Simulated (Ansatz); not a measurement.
Given:

SiO₂:
```cif
data_O4Si2
_chemical_formula_sum 'Si2 O4'
_space_group_name_H-M_alt 'Pn-3m :1'
_space_group_IT_number 224
_space_group_name_Hall 'P 4n 2 3 -1n'
_cell_length_a 3.77425
_cell_length_b 3.77425
_cell_length_c 3.77425
_cell_angle_alpha 90.000
_cell_angle_beta 90.000
_cell_angle_gamma 90.000
loop_
_atom_site_label
_atom_site_type_symbol
_atom_site_symmetry_multiplicity
_atom_site_Wyckoff_symbol
_atom_site_fract_x
_atom_site_fract_y
_atom_site_fract_z
_atom_site_occupancy
Si1 Si 2 a 0.00000 0.00000 0.00000 1
O1 O 4 b 0.25000 0.25000 0.25000 1
```

This is the r²SCAN-relaxed structure.

Question: All from r²SCAN in the plane-wave PAW code Ansatz, unless another level is named. Estimate the zero-point energy.

Answer: 105.8 meV/atom.

Question: And the Hill bulk and shear moduli?

Answer: 304 and 147 GPa.

The workflow started from a Materials Project entry (that database holds measured and hypothetical structures alike); the Crystallography Open Database copy checked does not list it. It is not the phase usual at ambient conditions (space group No. 92, 152, 154). The r²SCAN relaxation kept the symmetry of its start; phonons on a q-mesh show no instability.

Potentials: the earlier of the program's two PAW sets.
